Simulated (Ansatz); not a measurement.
## NbSi2: the relaxed cell by functional

The starting cell is an entry of the Crystallography Open Database (1972):

```
CELL_PARAMETERS angstrom
4.81900 0.00000 0.00000
-2.40950 4.17338 0.00000
0.00000 0.00000 6.59200
ATOMIC_POSITIONS crystal
Nb 0.50000 0.00000 0.50000
Nb 0.50000 0.50000 0.83333
Nb 0.00000 0.50000 0.16667
Si 0.15990 0.31980 0.50000
Si 0.84010 0.15990 0.83333
Si 0.68020 0.84010 0.16667
Si 0.84010 0.68020 0.50000
Si 0.15990 0.84010 0.83333
Si 0.31980 0.15990 0.16667
```

Atoms and cell were relaxed at zero pressure with plane-wave PAW DFT (Ansatz 0.2.0; one set of PAW datasets, made under PBE, for all functionals; 420 eV, r2SCAN 500 eV; 8×8×5 Γ-centred mesh, fermi-dirac occupations of width 0.100 eV; no spin polarisation, no spin-orbit coupling, no dispersion correction), keeping the symmetry (P6_222, No. 180).

How do the functionals compare with each other and with the entry?

The relaxed conventional cells:

| functional | a (Å) | c (Å) | volume (Å³/atom) | formation energy (eV/atom) |
| --- | --- | --- | --- | --- |
| LDA | 4.745 | 6.536 | 14.16 | -0.643 |
| PBEsol | 4.770 | 6.573 | 14.39 | -0.661 |
| PBE | 4.813 | 6.615 | 14.74 | -0.559 |
| r2SCAN | 4.796 | 6.582 | 14.57 | -0.535 |
| the entry | 4.819 | 6.592 | 14.73 | – |

LDA gives the smallest volume and PBE the largest, 4.1 % more, the usual order, since LDA overbinds and PBE's gradient terms loosen the lattice. Against the entry's volume: LDA -3.9 %, PBEsol -2.3 %, PBE +0.1 %, r2SCAN -1.1 %; PBE comes nearest. The formation energies span 0.13 eV an atom, lowest under PBEsol.

Caveats: each relaxation keeps the start's symmetry, so a distorted cell may lie lower; computed cells are at 0 K with fixed nuclei, while the entry holds thermal expansion, often some tenths of a per cent in volume and more in soft crystals; formation energies are at zero smearing against the elements' usual phases under the same functional, gases as free molecules, uncorrected.
